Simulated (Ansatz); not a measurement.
An Ansatz (a quantum-chemistry and plane-wave program) run. Input:

Ansatz 0.2 input:
```yaml
crystal:
  lattice:
    - [2.9792162003, 0.0, 0.0]
    - [-1.4896081001, 2.5800769128, 0.0]
    - [0.0, 0.0, 9.3214226822]
  atoms:
    - { symbol: Li, position: [0.6666666667, 0.3333333333, 0.7432757029] }
    - { symbol: Li, position: [0.3333333333, 0.6666666667, 0.2432757029] }
    - { symbol: Ge, position: [0.0, 0.0, 0.4978471015] }
    - { symbol: Ge, position: [0.0, 0.0, 0.9978471015] }
    - { symbol: N, position: [0.3333333333, 0.6666666667, 0.6035071956] }
    - { symbol: N, position: [0.6666666667, 0.3333333333, 0.1035071956] }
kpoints:
  mp_grid: { grid: [11, 11, 3] }
hamiltonian:
  xc: pbesol
  pseudopotentials: { kind: paw }
scf:
  occupations: { method: fixed }
dielectric: { raman: true }
```

Output (shortened):

```
zone centre: on kpoints.mp_grid the ground state, and the responses unless they are solved on pairs of k-points, stand on 102 of the mesh's 363 k-points, …
Pseudopotentials: kind: paw
Pseudopotential: Li, paw, valence charge 3
Pseudopotential: Ge, paw, valence charge 14
Pseudopotential: N, paw, valence charge 5
Functional definition: PBEsol
Crystal: 6 atoms, lattice volume = 71.650 Å³
Basis set: ecut = 420 eV, 1375 PW (Γ), exchange–correlation on 40×40×128 points (8 copies of the dense FFT grid, shifted against one another)
Bands: 28, of which v1, the nominal top of the filled ones, is band 22 counted from 1 (21 counted from 0)
Symmetry: 12 space group operations
k-points: 102 of 363 (irreducible under 2 space group operations, time reversal used)
PAW frozen core: Ge, regenerated for the run's functional, and the local potential with it
PAW frozen core: N, regenerated for the run's functional, and the local potential with it
Initial wavefunctions: pseudopotential atomic-orbital guess
Eigensolver: davidson
Functional: x = pbesol(κ = 0.804, μ = 0.12345679012345678), c = pbesol(β = 0.046)
SCF iter   1: F=—  HF=-9672.289297 eV  |F-HF|=—  |Δ(HF+E_count)|=         —  Δρ=1.20e-2  dr2=1.17e-1  ethr=1.77e-3  ⟨swp⟩=5.0  Hψ=10283  notcnv=0  defer=406
all-band conjugate gradients solve this SCF's bands
preconditioner: auto → none
SCF iter   2: F=—  HF=-9672.280045 eV  |F-HF|=—  |Δ(HF+E_count)|=   9.25e-3  Δρ=9.37e-3  dr2=8.35e-2  ethr=2.66e-4  ⟨swp⟩=2.5  Hψ=4969  notcnv=0  defer=408
SCF iter   3: F=—  HF=-9672.260097 eV  |F-HF|=—  |Δ(HF+E_count)|=   1.99e-2  Δρ=1.23e-3  dr2=6.32e-4  ethr=1.90e-4  ⟨swp⟩=2.0  Hψ=3716  notcnv=0  defer=408
SCF iter   4: F=—  HF=-9672.260018 eV  |F-HF|=—  |Δ(HF+E_count)|=   7.94e-5  Δρ=3.00e-4  dr2=3.16e-5  ethr=1.44e-6  ⟨swp⟩=2.0  Hψ=5106  notcnv=0  defer=408
SCF iter   5: F=—  HF=-9672.260027 eV  |F-HF|=—  |Δ(HF+E_count)|=   9.65e-6  Δρ=7.22e-5  dr2=1.47e-6  ethr=7.18e-8  ⟨swp⟩=2.0  Hψ=4900  notcnv=0  defer=208
SCF iter   6: F=—  HF=-9672.260028 eV  |F-HF|=—  |Δ(HF+E_count)|=   5.43e-7  Δρ=1.48e-5  dr2=7.00e-8  ethr=3.34e-9  ⟨swp⟩=2.0  Hψ=3528  notcnv=0  defer=202
SCF iter   7: F=—  HF=-9672.260028 eV  |F-HF|=—  |Δ(HF+E_count)|=   6.03e-8  Δρ=1.95e-6  dr2=4.99e-9  ethr=1.59e-10  ⟨swp⟩=2.0  Hψ=4902  notcnv=0  defer=202
SCF iter   8: F=-9672.260028 eV  HF=-9672.260028 eV  |F-HF|=5.46e-12  |Δ(HF+E_count)|=   1.00e-9  Δρ=5.61e-7  dr2=9.52e-11  ethr=1.00e-12  ⟨swp⟩=7.9  Hψ=11490  notcnv=0
SCF 1 converged in 8 iterations: F = -9672.260028 eV  dr2 = 9.52e-11
NSCF: frozen V_eff on 7 k-points
DFPT response loops at Γ: preconditioner auto → Resta (q_TF=auto, 2.515 Å⁻¹)  ε∞=6.2 (no band partly filled) …
── the response to a field inside a basis, on 18×18×6 k-points: an SCF that follows is theirs, and a resumed run solves both again ──
Crystal: 6 atoms, lattice volume = 71.650 Å³
Bands: 23, of which v1, the nominal top of the filled ones, is band 22 counted from 1 (21 counted from 0)
k-points: 270 of 1944 (irreducible under 4 space group operations, time reversal used)
Initial density: handed on by an earlier stage of this run
Initial wavefunctions: pseudopotential atomic-orbital guess (no wavefunctions were taken with the density)
Eigensolver: Dense (270 Hₖ)
SCF iter   1: F=—  HF=-9672.248011 eV  |F-HF|=—  |Δ(HF+E_count)|=         —  Δρ=2.67e-4  dr2=1.07e-5  ethr=1.00e-1
all-band conjugate gradients don't solve this SCF's bands (scf.eigensolver.kind)
preconditioner: auto → none
SCF iter   2: F=—  HF=-9672.248014 eV  |F-HF|=—  |Δ(HF+E_count)|=   2.33e-6  Δρ=1.36e-4  dr2=5.23e-6  ethr=2.43e-8
SCF iter   3: F=—  HF=-9672.248016 eV  |F-HF|=—  |Δ(HF+E_count)|=   2.72e-6  Δρ=9.48e-5  dr2=6.72e-6  ethr=1.19e-8
SCF iter   4: F=—  HF=-9672.248015 eV  |F-HF|=—  |Δ(HF+E_count)|=   1.44e-6  Δρ=1.38e-5  dr2=6.55e-8  ethr=1.19e-8
SCF iter   5: F=—  HF=-9672.248015 eV  |F-HF|=—  |Δ(HF+E_count)|=   1.44e-8  Δρ=3.49e-6  dr2=3.35e-9  ethr=1.49e-10
SCF iter   6: F=—  HF=-9672.248015 eV  |F-HF|=—  |Δ(HF+E_count)|=  4.15e-10  Δρ=7.20e-7  dr2=2.69e-10  ethr=7.61e-12
SCF iter   7: F=-9672.248015 eV  HF=-9672.248015 eV  |F-HF|=1.82e-12  |Δ(HF+E_count)|=  3.46e-11  Δρ=1.31e-7  dr2=5.87e-12  ethr=1.00e-12
SCF 1 converged in 7 iterations: F = -9672.248015 eV  dr2 = 5.87e-12
DFPT response loops at Γ: mixed as the last ones told, above
DFPT response loops at Γ: mixed as the last ones told, above
SCF converged after 8 iterations
Free energy (F): -9672.260028 eV
Harris-Foulkes:  -9672.260028 eV  (|F-HF|=5.46e-12)
Internal energy: -9672.260028 eV  (E = F + TS)
E sigma→0 (E₀):  -9672.260028 eV
Fermi energy:    7.873234 eV
--- Per-component energies (eV) ---
  E_band       = -431.727317
  E_kinetic    = 529.183736
  E_local      = -5835.353197  (includes V_loc(G=0)·N_el)
  E_nonlocal   = 867.239006
  E_hartree    = 2503.430301
  E_xc         = -291.947548
  E_vxc        = -311.385453  (∫ρ·V_xc dr)
  E_paw        = -4242.528562  (= ΣΔE_a)
  E_vpaw       = -688.272463  (= ΣTr[D̂ρ^β])
  E_aug_tail   = 0.000824  (compensation charges beyond the density's cutoff)
  E_ewald      = -3204.176659
  E_core_change = 1.892070  (= ΣΔE_core)
  E_smearing   =  0.000000  (= −TS)
  E_closure    = 0.000000  (closes the sum)
  Σ components = -9672.260028   (vs F -9672.260028, Δ=0.00e0)
  [band-id]    e_kinetic+e_local+e_nonlocal+2·e_hartree+e_vxc+e_vpaw+e_augmentation_tail = -431.726943   (vs E_band -431.727317, Δ=3.73e-4)
--- Band table (eV; the first three rows and the last of 102) ---
  k-point 0: bands = ["-36.5722", "-36.5721", "-16.1334", "-16.1334", "-16.1333", "-16.1333", "-16.0176", "-16.0170", "-15.9754", "-15.9754", "-15.9753", "-15.9753", "-8.8542", "-8.8191", "0.0738", "0.8011", "5.3909", "6.7361", "6.7361", "6.7371", "6.7371", "7.5548", "10.6423", "11.5663", "15.1097", "15.6525", "16.2829", "16.2829"]
  k-point 1: bands = ["-36.5722", "-36.5722", "-16.1333", "-16.1333", "-16.1333", "-16.1333", "-16.0174", "-16.0171", "-15.9754", "-15.9754", "-15.9753", "-15.9753", "-8.8455", "-8.8280", "0.2290", "0.5872", "5.8775", "6.7365", "6.7365", "6.7369", "6.7369", "6.9207", "11.0013", "11.4281", "15.2483", "15.5212", "16.3181", "16.3181"]
  k-point 2: bands = ["-36.5707", "-36.5706", "-16.1386", "-16.1385", "-16.1250", "-16.1249", "-16.0117", "-16.0111", "-15.9811", "-15.9811", "-15.9767", "-15.9766", "-8.7143", "-8.6787", "0.1919", "0.9139", "5.4326", "5.9531", "6.0660", "6.5693", "6.5845", "7.6549", "11.0995", "12.1165", "15.2931", "15.3942", "15.5421", "15.7802"]
  k-point 101: bands = ["-36.5542", "-36.5542", "-16.1776", "-16.1775", "-16.0643", "-16.0642", "-16.0343", "-16.0343", "-15.9972", "-15.9971", "-15.9388", "-15.9384", "-6.5975", "-6.5828", "0.2357", "0.2608", "3.2704", "3.4986", "3.8980", "4.0137", "7.0434", "7.3725", "10.9869", "11.1534", "12.8793", "13.2631", "14.1799", "14.5245"]
  band table: 28 of 28 bands, residual norms ≤ 1.0e-3 eV
--- Dielectric response (ions clamped): 3 representative field directions + reference, inside a basis on a mesh of 1944 k-points (Σ response iterations 24) ---
  ε∞ (high-frequency dielectric tensor):
        8.933451     0.000000     0.000000
        0.000000     8.933451     0.000000
        0.000000     0.000000     6.076463
  Born effective charges Z* (e; rows j = field, columns β = displacement):
    site 0:
         1.01435    0.00000    0.00000
         0.00000    1.01435    0.00000
         0.00000    0.00000    1.62958
    site 1:
         1.01435    0.00000    0.00000
         0.00000    1.01435    0.00000
         0.00000    0.00000    1.62958
    site 2:
         2.35368    0.00000    0.00000
         0.00000    2.35368    0.00000
         0.00000    0.00000    0.52841
    site 3:
         2.35368    0.00000    0.00000
         0.00000    2.35368    0.00000
         0.00000    0.00000    0.52841
    site 4:
        -3.36803    0.00000    0.00000
         0.00000   -3.36803    0.00000
         0.00000    0.00000   -2.15799
    site 5:
        -3.36803    0.00000    0.00000
         0.00000   -3.36803    0.00000
         0.00000    0.00000   -2.15799
  Z* charge neutrality: 3.422e-3 e pre-enforcement
  solved inside a basis spanned on kpoints, on 18×18×6 k-points: ε∞ is read to err by 3.1e-2, Z* by 1.6e-2 e (field_mesh: kpoints solves on kpoints) …
  Raman tensors (in the event stream and the table raman_tensors.tsv) …
```

Cost: very roughly 50 core-minutes on shared cores.

Space group P6_3mc. The workflow started from a Materials Project entry (that database holds measured and hypothetical structures alike); the Crystallography Open Database copy checked does not list it. Whether it is the stable phase at ambient conditions was not checked. The PBEsol relaxation kept the symmetry of its start; whether a distortion lowers the energy is not shown. Scalar-relativistic: spin–orbit coupling is off unless named, which matters more the heavier the elements.

Potentials: the later of the program's two PAW sets.

Ansatz is a plane-wave DFT program.
